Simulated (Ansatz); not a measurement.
TiB₂ (AlB2 type, space group P6/mmm)

```xyz
3
Lattice="3.0247 0.0000 0.0000 -1.5123 2.6195 0.0000 0.0000 0.0000 3.2226" Properties=species:S:1:pos:R:3 pbc="T T T"
Ti     0.0000     0.0000     0.0000
B      0.0000     1.7463     1.6113
B      1.5123     0.8732     1.6113
```

The slice is a (1 -1 0 0) plane (indices of the conventional cell) through the point (0.667, 0.333, 0.500) (fractional), spanned by u = [110] and v = [001] in vectors of this cell: u (3.02 Å) and v (3.22 Å, at 90° to u). It covers one period; positions are fractions (u, v).

These are r2SCAN (plane waves to 500 eV, PAW, scalar-relativistic; Ansatz, a first-principles code) values and carry that method's errors. k mesh 18×18×14. Inside the PAW spheres the values are not all-electron values, and peaks at nuclei hang on which shells count as valence. TiB2 is run without spin polarisation. TiB2 was relaxed with its symmetry unable to fall.

Task: Sketch the valence electron density on this plane as a map.

Result: 
```
|--**%%@@@@%%##****++++****##%%@@@@%%**|
|##%%@@@@%%####**++++++++**####%%@@@@%%|
|%%%%%%%%##****++++====++++****##%%%%%%|
|%%######**++================++**######|
|****++++====----------------====++++**|
|======----------------------------====|
|::::::::::::::--==++++==--::::::::::::|
|............::==++****++==::..........|
|          ..--++##%%%%##++--..        |
|          ..--++##%%%%##++--..        |
|          ..--++##%%%%##++--..        |
|............::==++****++==::..........|
|::::::::::::::--==++++==--::::::::::::|
|======----------------------------====|
|****++++====----------------====++++**|
|%%######**++================++**######|
|%%%%%%%%##****++++====++++****##%%%%%%|
|##%%@@@@%%####**++++++++**####%%@@@@%%|
|--**%%@@@@%%##****++++****##%%@@@@%%**|
|  ==%%@@@@%%####********####%%@@@@%%==|
```
Scale: ten equal steps from -0.69 (start of ' ') to -0.12 (end of '@'), in the order ' .:-=+*#%@'. Values: log₁₀ of the valence density in e/Å³. The map has 19 points along u (two characters each, u = 0 at the left) and 20 along v (v = 0 in the bottom row). The scale is logarithmic, as a density can span decades between atoms and voids.
